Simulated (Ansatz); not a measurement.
Relaxed-ion elastic tensor of TaO₂ (rutile, P4_2/mnm) in GPa (Voigt order), LDA (plane waves, PAW; program Ansatz); density 10.34 g/cm³, 11.40 Å³ per atom.

```
382  298  206  0.0  0.0  0.0
298  382  206  0.0  0.0  0.0
206  206  425  0.0  0.0  0.0
0.0  0.0  0.0  104  0.0  0.0
0.0  0.0  0.0  0.0  104  0.0
0.0  0.0  0.0  0.0  0.0  288
```

Task: Is the crystal mechanically stable?

Result: Yes: the smallest eigenvalue of C is 84.2 GPa.

Task: Work out the Voigt, Reuss and Hill averages.

Result: K_V = 290, K_R = 289, K_H = 289; G_V = 131, G_R = 90.9, G_H = 111 GPa.

Task: Give Young's modulus, Poisson's ratio, Pugh's ratio and the universal anisotropy index.

Result: E = 9KG/(3K + G) = 295 GPa; ν = 0.33; K/G = 2.61 (ductile by the Pugh limit of 1.75); A_U = 5G_V/G_R + K_V/K_R − 6 = 2.21.

Task: Estimate the sound speeds and the Debye temperature.

Result: v_l = √((K + 4G/3)/ρ) = 6500 m/s, v_t = √(G/ρ) = 3280 m/s, mean 3670 m/s; Θ = (h/k)(3n/4πV)^(1/3) v_m = 486 K.

Task: How much does each axis shrink under pressure?

Result: Linear compressibilities β_i = Σ_j S_ij (j = 1 to 3): x 1.1, y 1.1, z 1.3 per TPa.

The first step of the workflow began from a Materials Project structure, measured or hypothetical; the Crystallography Open Database copy checked does not list it. Whether it is the stable phase at ambient conditions was not checked. The cell was relaxed with LDA under the symmetry of its start; its stability against distortions is not shown here. The run is not spin-polarised. As this level gives no gap, shear constants depend on the k-mesh and smearing (Fermi–Dirac, 0.1 eV here). On the denser mesh and wider smearing of the elastic run this cell carries a stress of 0.6 GPa. Spin–orbit coupling is left out wherever it is not named.

Potentials: the later of the program's two PAW sets.
